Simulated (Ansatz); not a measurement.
Consider the following.

MnIr:
```cif
data_Ir2Mn2
_chemical_formula_sum 'Mn2 Ir2'
_space_group_name_H-M_alt 'P 1'
_space_group_IT_number 1
_cell_length_a 3.77667
_cell_length_b 3.77667
_cell_length_c 3.60089
_cell_angle_alpha 90.000
_cell_angle_beta 90.000
_cell_angle_gamma 90.000
loop_
_space_group_symop_operation_xyz
  'x, y, z'
loop_
_atom_site_label
_atom_site_type_symbol
_atom_site_fract_x
_atom_site_fract_y
_atom_site_fract_z
_atom_site_occupancy
Mn1 Mn 0.00000 0.00000 0.00000 1
Mn2 Mn 0.50000 0.50000 0.00000 1
Ir1 Ir 0.50000 0.00000 0.50000 1
Ir2 Ir 0.00000 0.50000 0.50000 1
```
The run is spin-polarised; directions of the spins, atom by atom: ↑ ↓ 0 0.

This is the PBEsol-relaxed structure.

**Question.** All from PBEsol in the plane-wave PAW code Ansatz, unless another level is named. Estimate the density of states at the Fermi level.

**Answer.** 0.40 states/eV per atom (mean over ±0.08 eV).

**Question.** Give the formation energy from the elements (no fitted shifts).

**Answer.** -0.27 eV/atom.

Space group P4/mmm (L1₀ or tetragonal B2). The start of the workflow was typed in or built on a structure type; the Crystallography Open Database files this formula in space group No. 123, but the cells were not matched. Whether it is the stable phase at ambient conditions was not checked. Symmetry was held in the PBEsol relaxation, as lowered by the spin order; its stability against distortions is not shown here. Magnetic state: antiferromagnetic, chosen from 5 collinear starts compared on coarse meshes (ties went to the first, and starts can fall back to one state), not a proven ground state. The references are the lowest solids computed at this level, not always the standard phases. Spin–orbit coupling is left out wherever it is not named.

Potentials: the earlier of the program's two PAW sets. The files were generated under PBE; for other functionals the program regenerates the frozen cores, and for LDA and PBEsol the local potential too.
